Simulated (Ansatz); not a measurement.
Here is the system:

AgTi₄S₈:
```
CELL_PARAMETERS angstrom
      6.84192     0.00000     0.00000
     -3.42096     5.92528     0.00000
      0.00000     0.00000     6.29232
ATOMIC_POSITIONS crystal
  S  0.33728 0.16864 0.77421
  S  0.33333 0.66667 0.77631
  S  0.83136 0.16864 0.77421
  S  0.83136 0.66272 0.77421
  Ti 0.00000 0.00000 0.00000
  Ti 0.00000 0.50000 0.00000
  Ti 0.50000 0.00000 0.00000
  Ti 0.50000 0.50000 0.00000
  S  0.16864 0.33728 0.22579
  S  0.16864 0.83136 0.22579
  S  0.66667 0.33333 0.22369
  S  0.66272 0.83136 0.22579
  Ag 0.00000 0.00000 0.50000
```

This is the r²SCAN+D4-relaxed structure.

Q: All from plane-wave PAW r²SCAN+D4 (Ansatz code), unless another level is named. Estimate the electronic character.

A: metallic (no gap).

Q: Next, the density of states at the Fermi level?

A: 0.45 states/eV per atom (mean over ±0.08 eV).

Q: Predict the formation energy from the elements (no fitted shifts).

A: -136 kJ/mol of atoms.

Q: Predict the gap with spin–orbit coupling.

A: none (metallic).

Space group P-3m1. The cell is a constructed one: a structure type filled with these elements; neither database checked (COD, Materials Project) lists it. Its standing as an ambient phase is unchecked. Symmetry was held in the r²SCAN+D4 relaxation; whether a distortion lowers the energy is not shown. The run is not spin-polarised. With an odd number of electrons in the cell and no spin polarisation, the count alone makes it a metal. The references are the lowest solids computed at this level, not always the standard phases. Scalar-relativistic: spin–orbit coupling is off unless named, which matters more the heavier the elements.

Potentials: the later of the program's two PAW sets.
